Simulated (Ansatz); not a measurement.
B2O:
Space group P-3m1 (No. 164); a = b = 2.545 Å, c = 9.696 Å, α = β = 90.00°, γ = 120.00°

```tsv
atom	site	symmetry	x	y	z
B	2c	3m.	0.0000	0.0000	0.4102
B	2d	3m.	0.6667	0.3333	0.0284
O	2d	3m.	0.6667	0.3333	0.3540
```

Relaxed at zero pressure with the program Ansatz at the r²SCAN+D4 level (PAW).

Q: The volume is raised by 3 % and shape and atoms relax at that volume. What pressure results, and how do the axes share the change?

A: -0.7 GPa; a 0.2 %, b 0.2 %, c 2.6 %; the energy rises by 1 meV/atom.

Q: Give the new structure.

A: 
Space group P-3m1 (No. 164); a = 2.549 Å, b = 2.549 Å, c = 9.952 Å, α = 90.00°, β = 90.00°, γ = 120.00°

```
atom  site  symmetry       x       y       z
----  ----  --------  ------  ------  ------
B       2c       3m.  0.0000  0.0000  0.4125
B       2d       3m.  0.6667  0.3333  0.0274
O       2d       3m.  0.6667  0.3333  0.3577
```

The phase is kept; no other phase was compared at this pressure.

The workflow started from an entry of the Crystallography Open Database (COD). Its standing as an ambient phase is unchecked. The cell was relaxed with r²SCAN+D4 under the symmetry of its start. At this level the phase is mechanically unstable.

Potentials: the later of the program's two PAW sets.
